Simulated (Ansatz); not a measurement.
Starting cell, Te (trigonal-Te type, space group P3_121):

```yaml
crystal:
  lattice:
    - [4.52111, 0.00000, 0.00000]
    - [-2.26056, 3.91540, 0.00000]
    - [0.00000, 0.00000, 5.95492]
  atoms:
    - { symbol: Te, position: [0.26812, 0.00000, 0.33333] }
    - { symbol: Te, position: [0.00000, 0.26812, 0.66667] }
    - { symbol: Te, position: [0.73188, 0.73188, 0.00000] }
```

Scan: atom 2 (Te, nearest neighbour Te at 2.889 Å; its periodic images, 4.5 Å or more away, move with it) is displaced towards the nearest neighbour, direction (0.629, -0.363, -0.687) in Cartesian axes, by s. The other atoms stay.

These are PBE (plane waves to 420 eV, PAW, scalar-relativistic; Ansatz, a program for electronic structure) values and carry that method's errors. k mesh 7×7×5 (Γ-centred), Fermi-Dirac smearing 0.05 eV. The energy includes the smearing's −TS. Left out: 1 of 11 points, with atoms too close for the PAW data. As the smearing reaches across the gap at some points, energies and forces of such displacements shift with the k mesh and the smearing. Spin-orbit coupling is left out, though Te is heavy. Te was relaxed with its symmetry unable to fall. The PAW data are Ansatz's earlier set. ΔE is measured from the undisplaced structure. The last digit holds for this mesh only.

```
s (Å)   ΔE (meV/cell)
------  -------------
-0.870          705.4
-0.696          436.4
-0.522          270.5
-0.348          148.0
-0.174           49.1
0.000             0.0
0.174            80.1
0.348           413.8
0.522          1224.8
0.696          2931.9
```

What force constant k = d²E/ds² at s = 0 does the table give?

4.1 eV/Å². It is the second difference of the nearest points, corrected with the next pair.

With k = 4.08 eV/Å² from the forces, is the well harmonic out to s = 0.696 Å?

½ks² = 989 meV/cell against the computed 2932 meV/cell, so the well is stiffer than harmonic there.

(For displaced atoms, the force is minus the slope of the energy, and its curvature is a force constant, which sets phonon frequencies.)
